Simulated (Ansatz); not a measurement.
# Fields on a plane of RuSb2 (space group Pnnm)

```
RuSb2
1.0
    5.95718     0.00000     0.00000
    0.00000     6.66334     0.00000
    0.00000     0.00000     3.17624
Sb Ru
4 2
Direct
  0.18218   0.35735   0.00000
  0.81782   0.64265   0.00000
  0.68218   0.14265   0.50000
  0.31782   0.85735   0.50000
  0.00000   0.00000   0.00000
  0.50000   0.50000   0.50000
```

The slice is a (100) plane (indices of the conventional cell) through the point (0.682, 0.143, 0.500) (fractional), spanned by u = [001] and v = [010] in vectors of this cell: u (3.18 Å) and v (6.66 Å, at 90° to u). It covers one period; positions are fractions (u, v).

Atoms on it: Sb at (0.00, 0.00). Other atoms lie within 1 Å of the plane.

The numbers are results of PBEsol (plane waves to 420 eV, PAW, scalar-relativistic; Ansatz, a first-principles code), not measurements. k mesh 8×7×15. Inside the PAW spheres the values are not all-electron values, and peaks at nuclei hang on which shells count as valence. At this level the bands of RuSb2 touch or barely overlap; measurements give the solid a gap. RuSb2 is run without spin polarisation. RuSb2 was relaxed with its symmetry unable to fall. Spin-orbit coupling is left out, though Sb is heavy.

| v \ u | 0.00 | 0.18 | 0.36 | 0.55 | 0.73 | 0.91 |
|---|---|---|---|---|---|---|
| 0.92 | x | x | 3.8 | 7.4 | <2.0 | x |
| 0.83 | <2.0 | 3.2 | 8.6 | 9.6 | 6.5 | <2.0 |
| 0.75 | 8.9 | 9.3 | 9.8 | 9.9 | 9.6 | 9.0 |
| 0.67 | 10.0 | 9.1 | 6.8 | 6.0 | 8.1 | 9.7 |
| 0.58 | 9.2 | 6.4 | <2.0 | x | 2.1 | 8.6 |
| 0.50 | 7.2 | 3.6 | x | x | <2.0 | 6.5 |
| 0.42 | 2.8 | 3.2 | <2.0 | x | <2.0 | 3.1 |
| 0.33 | 2.0 | 5.0 | 6.5 | 6.2 | 6.3 | 3.0 |
| 0.25 | 6.1 | 7.9 | 9.7 | 10.0 | 9.0 | 6.7 |
| 0.17 | <2.0 | 3.6 | 8.7 | 9.6 | 6.7 | <2.0 |
| 0.08 | x | x | 3.7 | 7.1 | <2.0 | x |
| 0.00 | x | x | <2.0 | 5.7 | x | x |

Values: electrostatic potential energy of an electron, from the cell's mean, in eV. Points within 1 Å of a nucleus are blanked (x), as the pseudised field means little there. Values under 2 eV are set to 2. The zero, the cell's mean, hangs on the PAW cores.

```
|xx25788752x|
|02568888652|
|55678668765|
|66775445776|
|55433333345|
|11112222111|
|00013443100|
|00136776310|
|12467777642|
|45776666775|
|67876556787|
|67976556797|
|46886556886|
|34787667874|
|34578888754|
|44467887644|
|44455555544|
|55543223455|
|99863113689|
|99983113899|
|66775225776|
|02566446652|
|xx26666662x|
|xx15677651x|
```
Scale: ten equal steps from 0.06 (start of '0') to 0.51 (end of '9'), in the order '0123456789'. Values: electron localisation function (ELF). The map has 11 points along u (one character each, u = 0 at the left) and 24 along v (v = 0 in the bottom row). Points within 0.5 Å of a nucleus are blanked (x), as the pseudised field means little there.
